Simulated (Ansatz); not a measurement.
input.yaml

```yaml
crystal:
  lattice:
    - [3.6883856799, 0.0, 0.0]
    - [0.0, 3.6883856799, 0.0]
    - [0.0, 0.0, 3.6883856799]
  atoms:
    - { symbol: Mn, position: [0.0, 0.5, 0.5], spin: 1.22 }
    - { symbol: Mn, position: [0.5, 0.0, 0.5], spin: 1.22 }
    - { symbol: Mn, position: [0.5, 0.5, 0.0], spin: 1.22 }
    - { symbol: Zn, position: [0.0, 0.0, 0.0] }
    - { symbol: "N", position: [0.5, 0.5, 0.5] }
basis:
  ecutwfc: 420
kpoints:
  mp_grid: { grid: [10, 10, 10] }
hamiltonian:
  xc: pbesol
scf:
  occupations: { method: gaussian, width: 0.1 }
output:
  forces: true
  stress: true
  eigenvalues: true
  populations: true
magnetization:
  spin_polarized: true
```

Run as
```bash
ansatz run input.yaml --threads 1 --pin off --max-ram 2560MiB --backend cpu --events-out ev --progress --plain --runs-dir out
```

Computed with DFT PBEsol, scalar-relativistic, plane waves, PAW in Ansatz 0.2.0.

Part of what the program printed, abridged (iterations and final results):

```
SCF iter   1: F=—  HF=-15263.658687 eV  |F-HF|=—  |Δ(HF+E_count)|=         —  Δρ=5.05e-2 (↑5.05e-2 ↓3.71e-2) dr2=2.07e0  dr2_m=2.62e-1  M=3.123 μB ∫|m|=3.294 μB  β_m=0.30  ethr=3.10e-3  ⟨swp⟩=5.5  Hψ=14626  notcnv=0
Mixer restart at iter 1: flushing history
spin=Collinear: Kerker preconditioning applied to the charge; magnetization (m = ρ↑ − ρ↓) channel mixes plain (no charge-response kernel on spin).
SCF iter   2: F=—  HF=-15263.462715 eV  |F-HF|=—  |Δ(HF+E_count)|=   1.96e-1  Δρ=3.16e-2 (↑3.16e-2 ↓2.13e-2) dr2=3.57e-1  dr2_m=2.08e-1  M=3.533 μB ∫|m|=3.747 μB  β_m=0.38  ethr=3.10e-3  ⟨swp⟩=2.4  Hψ=6631  notcnv=0  defer=265
SCF iter   3: F=—  HF=-15265.280881 eV  |F-HF|=—  |Δ(HF+E_count)|=    1.82e0  Δρ=2.63e-2 (↑2.63e-2 ↓1.16e-2) dr2=3.32e-1  dr2_m=1.10e-1  M=3.652 μB ∫|m|=3.910 μB  β_m=0.69  ethr=5.76e-4  ⟨swp⟩=2.1  Hψ=5269  notcnv=0  defer=265
SCF iter   4: F=—  HF=-15266.883030 eV  |F-HF|=—  |Δ(HF+E_count)|=    1.60e0  Δρ=1.73e-2 (↑1.73e-2 ↓7.57e-3) dr2=1.57e-1  dr2_m=3.29e-2  M=3.642 μB ∫|m|=3.944 μB  β_m=0.67  ethr=5.36e-4  ⟨swp⟩=2.8  Hψ=8184  notcnv=0  defer=256
SCF iter   5: F=—  HF=-15267.086671 eV  |F-HF|=—  |Δ(HF+E_count)|=         —  Δρ=8.88e-3 (↑8.88e-3 ↓3.99e-3) dr2=8.65e-2  dr2_m=8.67e-3  M=3.616 μB ∫|m|=3.942 μB  β_m=0.67  ethr=2.54e-4  ⟨swp⟩=2.0  Hψ=7914  notcnv=0  defer=254
Mixer restart at iter 5: flushing history
SCF iter   6: F=—  HF=-15267.104120 eV  |F-HF|=—  |Δ(HF+E_count)|=   1.74e-2  Δρ=4.60e-3 (↑4.60e-3 ↓4.55e-3) dr2=1.69e-2  dr2_m=1.29e-4  M=3.573 μB ∫|m|=3.904 μB  β_m=0.59  ethr=1.39e-4  ⟨swp⟩=2.1  Hψ=7356  notcnv=0  defer=254
SCF iter   7: F=—  HF=-15267.095048 eV  |F-HF|=—  |Δ(HF+E_count)|=   9.07e-3  Δρ=1.62e-3 (↑1.62e-3 ↓1.46e-3) dr2=8.95e-3  dr2_m=1.85e-4  M=3.590 μB ∫|m|=3.924 μB  β_m=0.67  ethr=2.73e-5  ⟨swp⟩=2.0  Hψ=7941  notcnv=0  defer=257
SCF iter   8: F=—  HF=-15267.093729 eV  |F-HF|=—  |Δ(HF+E_count)|=   1.32e-3  Δρ=1.44e-3 (↑1.44e-3 ↓1.06e-3) dr2=2.45e-3  dr2_m=1.58e-4  M=3.593 μB ∫|m|=3.930 μB  β_m=0.63  ethr=1.44e-5  ⟨swp⟩=2.1  Hψ=6101  notcnv=0  defer=257
SCF iter   9: F=—  HF=-15267.092871 eV  |F-HF|=—  |Δ(HF+E_count)|=   8.58e-4  Δρ=5.69e-4 (↑5.69e-4 ↓4.02e-4) dr2=3.07e-4  dr2_m=5.77e-6  M=3.587 μB ∫|m|=3.926 μB  β_m=0.64  ethr=3.95e-6  ⟨swp⟩=2.0  Hψ=6461  notcnv=0  defer=257
SCF iter  10: F=—  HF=-15267.092902 eV  |F-HF|=—  |Δ(HF+E_count)|=   3.08e-5  Δρ=1.50e-4 (↑1.29e-4 ↓1.50e-4) dr2=2.40e-5  dr2_m=1.48e-7  M=3.590 μB ∫|m|=3.929 μB  β_m=0.81  ethr=4.95e-7  ⟨swp⟩=2.4  Hψ=6428  notcnv=0  defer=257
SCF iter  11: F=—  HF=-15267.092987 eV  |F-HF|=—  |Δ(HF+E_count)|=   8.50e-5  Δρ=4.45e-5 (↑4.45e-5 ↓3.02e-5) dr2=9.18e-7  dr2_m=2.38e-7  M=3.591 μB ∫|m|=3.930 μB  β_m=0.90  ethr=3.87e-8  ⟨swp⟩=2.0  Hψ=6622  notcnv=0  defer=257
SCF iter  12: F=—  HF=-15267.092988 eV  |F-HF|=—  |Δ(HF+E_count)|=   9.04e-7  Δρ=7.72e-6 (↑6.11e-6 ↓7.72e-6) dr2=7.73e-8  dr2_m=1.32e-9  M=3.591 μB ∫|m|=3.930 μB  β_m=0.94  ethr=1.48e-9  ⟨swp⟩=2.1  Hψ=6634  notcnv=0  defer=257
SCF iter  13: F=-15267.092988 eV  HF=-15267.092988 eV  |F-HF|=3.50e-8  |Δ(HF+E_count)|=   3.73e-8  Δρ=5.06e-6 (↑5.06e-6 ↓4.43e-6) dr2=4.01e-8  dr2_m=8.50e-11  M=3.591 μB ∫|m|=3.930 μB  ethr=1.25e-10  ⟨swp⟩=8.1  Hψ=18316  notcnv=0
SCF 1 converged in 13 iterations: F = -15267.092988 eV  dr2 = 4.01e-8
SCF converged after 13 iterations
Magnetization: 3.5909 μB (32.7954 up, 29.2046 down)
Absolute magnetization: 3.9315 μB (∫|ρ↑−ρ↓|, with the PAW one-centre terms)
Spin contamination: 0.0345 ħ² per cell (⟨S²⟩ above its minimum at these occupations)
Per-site moments (μB) at R_I (Å): [(1.05081383, 0.76072954), (1.05081383, 0.76072954), (1.05081383, 0.76072954), (-0.01739694, 1.07583404), (-0.07794823, 0.76072954)]
Free energy (F): -15267.092988 eV
Harris-Foulkes:  -15267.092988 eV  (|F-HF|=3.50e-8)
Internal energy: -15267.076091 eV  (E = F + TS)
E sigma→0 (E₀):  -15267.084539 eV
Entropy (-TS):   -0.016897 eV (-3.379 meV/atom)
Fermi energy:    17.980682 eV
--- Per-component energies (eV) ---
  E_band       = -411.214597
  E_kinetic    = 1198.394114
  E_local      = -6635.953132  (includes V_loc(G=0)·N_el)
  E_nonlocal   = 1379.133744
  E_hartree    = 2758.898717
  E_xc         = -543.246212
  E_vxc        = -576.346995  (∫ρ·V_xc dr)
  E_paw        = -5715.901678  (= ΣΔE_a)
  E_vpaw       = -1294.256119  (= ΣTr[D̂ρ^β])
  E_aug_tail   = -0.000207  (compensation charges beyond the density's cutoff)
  E_ewald      = -7709.735842
  E_core_change = 1.334405  (= ΣΔE_core)
  E_smearing   = -0.016897  (= −TS)
--- Forces (eV/Å), atoms counted from 1 ---
  atom   1  Mn     0.00000000     0.00000000     0.00000000
  atom   2  Mn     0.00000000     0.00000000     0.00000000
  atom   3  Mn     0.00000000     0.00000000     0.00000000
  atom   4  Zn     0.00000000     0.00000000     0.00000000
  atom   5  N      0.00000000     0.00000000     0.00000000
--- Stress (GPa, compression-positive) ---
        8.039997       0.000000       0.000000
        0.000000       8.039997       0.000000
        0.000000       0.000000       8.039997
  P = ⅓ Tr σ = 8.0400 GPa (80.400 kbar)
--- Band table (eV; the first three rows and the last of 112) ---
  k-point 0 ↑: bands = ["-61.6793", "-61.5865", "-61.5865", "-30.8222", "-30.8222", "-30.8222", "-30.4065", "-30.4065", "-30.4065", "-30.3799", "-30.3799", "-30.3799", "-0.2637", "9.6945", "10.6733", "10.6733", "10.8677", "10.8677", "10.8677", "12.8132", "12.8132", "12.8132", "14.5008", "14.5008", "14.5008", "15.3259", "15.3259", "17.2378", "17.2378", "17.2378", "17.3098", "17.3098", "18.7795", "18.7846", "18.7846", "18.7846", "21.6341", "21.6894", "21.6894", "21.6894"]
  k-point 1 ↑: bands = ["-61.6773", "-61.5885", "-61.5865", "-30.8188", "-30.8188", "-30.8166", "-30.4079", "-30.4079", "-30.4070", "-30.3871", "-30.3819", "-30.3819", "-0.2003", "9.7676", "10.6906", "10.6981", "10.8659", "10.8659", "10.8762", "12.4769", "12.7322", "12.7322", "14.5079", "14.5839", "14.5839", "15.2630", "15.3883", "17.1846", "17.1846", "17.2100", "17.3085", "17.3725", "18.7167", "18.7609", "18.7609", "18.7848", "21.2947", "21.8623", "21.9045", "21.9045"]
  k-point 2 ↑: bands = ["-61.6715", "-61.5943", "-61.5864", "-30.8097", "-30.8097", "-30.8011", "-30.4129", "-30.4129", "-30.4081", "-30.4068", "-30.3862", "-30.3862", "-0.0268", "9.9091", "10.7357", "10.7882", "10.8587", "10.8587", "10.8987", "11.8009", "12.5624", "12.5624", "14.5272", "14.7426", "14.7426", "15.0062", "15.5704", "17.0911", "17.0911", "17.1365", "17.3031", "17.3038", "18.5344", "18.7023", "18.7023", "18.7852", "21.1116", "21.9269", "22.4737", "22.4737"]
  k-point 55 ↓: bands = ["-60.2774", "-60.2774", "-60.2774", "-30.1049", "-29.5344", "-29.5344", "-29.1334", "-29.1334", "-29.1334", "-28.8388", "-28.8388", "-28.8388", "2.0534", "9.1074", "9.1074", "9.1074", "11.1144", "11.1144", "11.1144", "11.2205", "11.2205", "12.7662", "16.6928", "16.6928", "16.6928", "17.1320", "17.1320", "17.1320", "17.1770", "17.1770", "17.1770", "19.3228", "19.3228", "19.7154", "19.7154", "19.7154", "21.9782", "21.9782", "21.9782", "22.9382"]
--- Löwdin populations: 5 sites ---
  site symbol q [e]    m [muB]
     0     Mn     14.8288     1.2604
     1     Mn     14.8288     1.2604
     2     Mn     14.8288     1.2604
     3     Zn     11.0128    -0.0068
     4      N      5.5857    -0.1031
  spilling = 0.014760 (of n_electrons = 62.000000)
```

Self-consistency was reached.

The run took 27 s on 1 thread of Arm Neoverse V1, on a shared host, peak memory 0.5 GiB.

Moments started parallel, and an antiferromagnetic order may lie lower.